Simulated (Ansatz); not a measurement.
A generator proposed this cell of InGa2N3.

```cif
data_structure
_symmetry_space_group_name_H-M 'R-3m:H'
_symmetry_Int_Tables_number 166
_cell_length_a 5.2821
_cell_length_b 5.2821
_cell_length_c 13.3664
_cell_angle_alpha 90.000
_cell_angle_beta 90.000
_cell_angle_gamma 120.000
_cell_volume 322.96
loop_
_atom_site_label
_atom_site_type_symbol
_atom_site_symmetry_multiplicity
_atom_site_Wyckoff_symbol
_atom_site_fract_x
_atom_site_fract_y
_atom_site_fract_z
_atom_site_occupancy
In1 In 3 a 0.00000 0.00000 0.00000 1
Ga1 Ga 6 c 0.33333 0.66667 0.00822 1
N1 N 9 d 0.83333 0.66667 0.16667 1
```

Level of theory: Ansatz 0.2.0, DFT PBE, scalar-relativistic, plane waves, PAW. Settings: cutoff 420 eV, Γ-centred mesh 6×6×6 on the computed 6-atom cell, Gaussian smearing of 0.10 eV; no spin polarisation.

Energies over the elements count from the elements' standard structures at the same level (N₂ as a molecule), with no fitted energy shifts.

Question: Estimate its pressure, forces and energy as it stands.

Answer: The pressure is -12.8 GPa (the mean over three directions, positive in compression), the largest force is 0.81 eV/Å, and the energy is +2.04 eV/atom against the elements. The shortest distance is 2.64 Å.

Question: Is it a good guess?

Answer: A poor one: relaxing gains about 1.1 eV/atom (the start's value is from the coarse mesh, so the gain is rough) in 20 ionic steps and ends at +0.96 eV/atom on the finer mesh. The symmetry stays R-3m (No. 166). The volume per atom shrinks by 9.6 %, from 17.9 to 16.2 Å³. The shortest distance goes from 2.64 Å (N–N) to 1.96 Å (Ga–N). The ratio c/a of the conventional cell changes by a factor of 0.65. Conventional cell: a = 5.887 Å, c = 9.727 Å. Around In lie 6 N at 2.35 Å and 2 Ga at 2.60 Å; around Ga lie 3 N at 1.96 Å and 1 In at 2.60 Å; N is surrounded by 2 Ga at 1.96 Å and 2 In at 2.35 Å.

The last run used a 12×12×12 mesh for its 6-atom cell and Gaussian smearing of 0.10 eV. The cell is a metal run without spin; a magnetic state may lie lower. The relaxation can't lower the symmetry of the start, and the grade says only how near the guess is to its own end. Symmetry constrained the relaxation, so the result can be a saddle point. Another cell of InGa2N3 relaxed alike, in Cmc2_1 (a Materials Project cell), lies 1.21 eV/atom lower, so this cell isn't the stable form at this level.
